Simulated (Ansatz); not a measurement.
A scan (energy over volume and axial ratio; atoms clamped) gave these values. Calculation: r2SCAN (plane waves to 500 eV, PAW, scalar-relativistic; Ansatz, an electronic-structure program).

- Shear modulus C′ = (C11 − C12)/2 (fit, atoms clamped) = 93 GPa

Of these crystals, all scanned alike, which one is it?
(A) MgSe (rock salt)
(B) AlRu (CsCl type)
(C) NiO (rock salt)

B, AlRu (CsCl type). The others have, for the shear modulus C′ = (C11 − C12)/2: MgSe 44 GPa, NiO 127 GPa

AlRu is run without spin polarisation. All were relaxed with their symmetry unable to fall. NiO is run spin-polarised and with no Hubbard U; the real compound is an antiferromagnetic insulator, a state that this run doesn't describe. Relaxed NiO ends ferromagnetic. The magnetic order is the one the run started from; other orders were not tried. (This holds for the magnetic or f-shell members.) With partly filled bands, the response to shear is sensitive to the k mesh, so small differences along c/a are uncertain.

(Under strain, the slope of the energy per volume gives the stress and its curvature an elastic modulus.)
